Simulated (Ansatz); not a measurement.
TiB2:
```
TiB2
1.0
    0.00000     2.54802     2.54802
    2.54802     0.00000     2.54802
    2.54802     2.54802     0.00000
Ti B
1 2
Cartesian
  0.00000   0.00000   0.00000
  1.27401   1.27401   1.27401
  3.82203   3.82203   3.82203
```

Relaxed with PBE. Special points in fractions of this cell's reciprocal vectors: Γ (0.000, 0.000, 0.000); X (0.500, 0.000, 0.500); U (0.625, 0.250, 0.625); K (0.375, 0.375, 0.750); L (0.500, 0.500, 0.500); W (0.500, 0.250, 0.750).

### Question
List the band energies nearest the Fermi level at these points for PBE (plane waves, PAW; program Ansatz).

### Answer
In eV from the Fermi level; about four levels below and three above (degenerate sets whole), none deeper than 8.9 eV; points with the same levels are listed once.

| k | below | above |
|---|---|---|
| Γ | -3.36 -3.36 -3.36 | 0.94 1.27 1.27 |
| X | -5.45 -5.43 -1.68 -1.68 | 0.69 0.69 2.14 |
| U | -6.19 -4.78 -1.94 -1.57 | 0.00 1.12 2.65 |
| L | -7.81 -6.75 -2.42 -2.42 | 0.79 1.58 1.58 |
| W | -4.37 -3.63 -0.20 -0.20 | 0.73 2.21 3.30 |

Space group Fm-3m (fluorite). The cell is a constructed one: a structure type filled with these elements; neither database checked (COD, Materials Project) lists it. It is not the phase usual at ambient conditions (space group No. 191). Symmetry was held in the PBE relaxation. At this level the phase is dynamically unstable (imaginary phonons). The run is not spin-polarised.

Potentials: the later of the program's two PAW sets.
